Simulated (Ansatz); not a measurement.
## Calculated with Ansatz: TaS2, vacancy hop by nudged elastic band

The input file (Ansatz 0.2.0, plane waves):

```yaml
crystal:
  lattice:
    - [-3.288846, 5.671838, 0.0]
    - [1.644423, 0.0, 11.235811]
    - [3.288846, 5.671838, 0.0]
  atoms:
    - { symbol: Ta, position: [0.45655288, 0.00204764, 0.45708537] }
    - { symbol: S, position: [0.18126103, 0.19343723, 0.08153965] }
    - { symbol: S, position: [0.08645608, 0.80796583, 0.17785043] }
    - { symbol: Ta, position: [0.46197888, -0.00311471, 0.96375551] }
    - { symbol: S, position: [0.18141698, 0.19515764, 0.58135955] }
    - { symbol: S, position: [0.08443081, 0.80611335, 0.67702784] }
    - { symbol: Ta, position: [0.96096541, -0.00014446, 0.46119016] }
    - { symbol: S, position: [0.67663457, 0.19273371, 0.07963367] }
    - { symbol: S, position: [0.58089478, 0.80703339, 0.18024505] }
    - { symbol: Ta, position: [0.96369882, 0.00137761, 0.95970296] }
    - { symbol: S, position: [0.58695011, 0.80699405, 0.68056012] }
kpoints:
  mp_grid: { grid: [3, 2, 3] }
magnetization:
  spin_polarized: false
scf:
  occupations: { method: fermi_dirac, width: 0.1 }
hamiltonian:
  pseudopotentials: { kind: paw }
  xc: lda
basis:
  ecutwfc: 420
neb:
  images: 5
  relax_end_points: true
  climbing: true
  f_tol: 0.1
  max_iterations: 40
  order_check: false
  final_atoms:
    - { symbol: Ta, position: [0.45655288, 0.00204764, 0.45708537] }
    - { symbol: S, position: [0.67678732, 0.19214114, -0.41622656] }
    - { symbol: S, position: [0.08645608, 0.80796583, 0.17785043] }
    - { symbol: Ta, position: [0.46197888, -0.00311471, 0.96375551] }
    - { symbol: S, position: [0.18141698, 0.19515764, 0.58135955] }
    - { symbol: S, position: [0.08443081, 0.80611335, 0.67702784] }
    - { symbol: Ta, position: [0.96096541, -0.00014446, 0.46119016] }
    - { symbol: S, position: [0.67663457, 0.19273371, 0.07963367] }
    - { symbol: S, position: [0.58089478, 0.80703339, 0.18024505] }
    - { symbol: Ta, position: [0.96369882, 0.00137761, 0.95970296] }
    - { symbol: S, position: [0.58695011, 0.80699405, 0.68056012] }
```

Launch command:

```bash
ansatz run input.yaml --threads 4 --pin off --max-ram 8192MiB --backend cpu --events-out ev --progress --plain --runs-dir out
```

Origin of the cell: a database entry, scaled a little.

The cell is 2×1×2 cells of TaS2 with one S taken out; atom 2 (S) hops into the empty site, 3.27 Å away before the end points are relaxed. All atoms were shaken by about 0.02 Å first.

Output (shortened):

```
SCF iter   1: F=—  HF=-44813.168133 eV  Δρ=8.16e-3  dr2=1.04e0
SCF iter   2: F=—  HF=-44813.107579 eV  Δρ=3.07e-3  dr2=7.13e-2
SCF iter   3: F=—  HF=-44813.098529 eV  Δρ=1.79e-3  dr2=5.94e-2
[… 2 lines left out …]
SCF iter   6: F=—  HF=-44813.092910 eV  Δρ=3.09e-5  dr2=1.11e-5
SCF iter   7: F=—  HF=-44813.092759 eV  Δρ=8.17e-6  dr2=8.68e-7
SCF iter   8: F=-44813.092759 eV  HF=-44813.092759 eV  Δρ=2.31e-6  dr2=4.73e-8
NEB iter   1: max|band force component| = 1.109e1 eV/Å  barrier→ = 3.7886 eV  barrier← = 3.7886 eV  Δτ_max = 0.1973 Å  (60 SCF iters)
NEB iter   2: max|band force component| = 1.433e0 eV/Å  barrier→ = 1.6772 eV  barrier← = 1.6772 eV  Δτ_max = 0.1771 Å  (41 SCF iters)
NEB iter   3: max|band force component| = 7.170e-1 eV/Å  barrier→ = 1.3440 eV  barrier← = 1.3440 eV  Δτ_max = 0.1933 Å  (39 SCF iters)
NEB iter   4: max|band force component| = 5.947e-1 eV/Å  barrier→ = 1.2510 eV  barrier← = 1.2510 eV  Δτ_max = 0.0710 Å  (36 SCF iters)
NEB iter   5: max|band force component| = 2.270e-1 eV/Å  barrier→ = 1.2263 eV  barrier← = 1.2263 eV  CI = image 2  Δτ_max = 0.0708 Å  (33 SCF iters)
NEB iter   6: max|band force component| = 1.015e-1 eV/Å  barrier→ = 1.2374 eV  barrier← = 1.2373 eV  CI = image 2  Δτ_max = 0.0252 Å  (33 SCF iters)
NEB iter   7: max|band force component| = 6.028e-2 eV/Å  barrier→ = 1.2362 eV  barrier← = 1.2362 eV  CI = image 2  Δτ_max = 0.0000 Å  (30 SCF iters)
--- NEB band (7 images, 7 band iterations, 272 SCF iterations, 126 more in tests of the images' electronic states and relaxations of end points) ---
  forward barrier  = 1.236220 eV
  backward barrier = 1.236183 eV
  lagrangian_above_aufbau_ev (what the smearing adds, to first order; not taken off the barriers): saddle image -0.099986 eV, end points -0.181060 and -0.179277 eV
  climbing image's point = of an order that was not read
  energies are F+E_penalty+E_count in eV, relative to image 0
  image     s (Å)  Δ vs image 0  max|band force component| (eV/Å)
      0    0.0000      0.000000                                 —
      1    0.6796      0.709379                          3.573e-2
  *   2    1.3592      1.236220                          6.028e-2
      3    1.9624      1.194448                          5.981e-2
      4    2.5652      1.212645                          3.927e-2
      5    3.1677      0.579489                          7.895e-3
      6    3.7699      0.000038                                 —
```

The converged band:

| image | path over all atoms (Å) | ΔF (eV) | S x | y | z (Å) |
| --- | --- | --- | --- | --- | --- |
| 0 | 0.00 | 0.000 | 0.00 | 1.44 | 1.49 |
| 1 | 0.68 | 0.709 | -0.56 | 1.32 | 1.52 |
| 2 | 1.36 | 1.236 | -1.14 | 1.14 | 1.57 |
| 3 | 1.96 | 1.194 | -1.72 | 1.04 | 1.58 |
| 4 | 2.57 | 1.213 | -2.28 | 1.18 | 1.57 |
| 5 | 3.17 | 0.579 | -2.80 | 1.34 | 1.52 |
| 6 | 3.77 | 0.000 | -3.29 | 1.44 | 1.49 |

Relaxed start, forces in eV/Å:

```xyz
11
Lattice="-3.289 5.672 0.000 1.644 0.000 11.236 3.289 5.672 0.000" Properties=species:S:1:pos:R:3:forces:R:3 pbc="T T T" image=0
Ta   -0.005    5.068   -0.097    0.001   -0.012    0.008
S    -0.005    1.442    1.494   -0.002   -0.005   -0.002
S     1.640    1.471    9.544   -0.001   -0.003   -0.002
Ta    1.803    8.180   -0.099    0.011    0.004    0.005
S     1.664    4.322    1.494    0.004    0.004   -0.003
S     3.283    4.310    9.546    0.002    0.002   -0.002
Ta   -1.813    8.180   -0.099   -0.011    0.005    0.003
S    -1.675    4.321    1.494   -0.003    0.004   -0.004
S    -0.004    4.310    9.546   -0.001    0.002   -0.002
Ta   -0.005   10.923   -0.104    0.001    0.000    0.008
S     1.639    7.147   10.084    0.002   -0.002   -0.009
```

Highest image (2), forces in eV/Å:

```xyz
11
Lattice="-3.289 5.672 0.000 1.644 0.000 11.236 3.289 5.672 0.000" Properties=species:S:1:pos:R:3:forces:R:3 pbc="T T T" image=2
Ta    0.046    5.271    0.027   -0.015   -0.003    0.002
S    -1.142    1.136    1.570    0.025    0.009   -0.017
S     1.592    1.487    9.647    0.005   -0.012    0.013
Ta    1.637    8.246   -0.172   -0.065    0.018   -0.003
S     1.646    4.027    1.534    0.008    0.032    0.013
S     3.280    4.369    9.602   -0.010    0.029   -0.013
Ta   -1.684    8.162   -0.229    0.045   -0.053    0.018
S    -1.649    4.411    1.517    0.032    0.006    0.026
S     0.058    4.505    9.620    0.025   -0.019   -0.023
Ta   -0.023   10.892   -0.017   -0.054    0.006   -0.008
S     1.674    7.165    9.698    0.004   -0.011   -0.007
```

Relaxed end, forces in eV/Å:

```xyz
11
Lattice="-3.289 5.672 0.000 1.644 0.000 11.236 3.289 5.672 0.000" Properties=species:S:1:pos:R:3:forces:R:3 pbc="T T T" image=6
Ta   -0.003    5.249   -0.106    0.001    0.002   -0.012
S    -3.292    1.440    1.492    0.000    0.007    0.009
S     1.642    1.474   10.082   -0.003    0.001    0.016
Ta    1.477    8.179   -0.100    0.016   -0.008   -0.017
S     1.615    4.322    1.493    0.001   -0.005    0.003
S     3.287    4.310    9.545   -0.006   -0.002    0.005
Ta   -1.483    8.180   -0.100   -0.016   -0.009   -0.015
S    -1.621    4.320    1.493   -0.003    0.000    0.002
S    -0.004    4.309    9.544    0.004    0.001    0.008
Ta   -0.003   10.738   -0.097    0.002    0.017   -0.012
S     1.641    7.142    9.542    0.002   -0.004    0.012
```

Barrier of this path: 1.24 eV forwards, 1.24 eV backwards, after 7 band iterations.

Caveats: no moments, though an odd count or open d shells may carry them; no spin-orbit coupling, though heavy elements are present; the k mesh is coarse if the cell is a metal; a small cell with a neutral vacancy and no spin, whose shape can make like sites unlike; the cell is held at a rescaled volume, and strain moves barriers; the hop was drawn among near neighbours and need not be the easiest path; few images and a loose tolerance, and neither the top nor the ends were tested for their order.

Time: 6.9 min on 4 threads of Arm Neoverse V1, with other jobs on the host, peak memory 1.8 GiB, from the program's own first density.
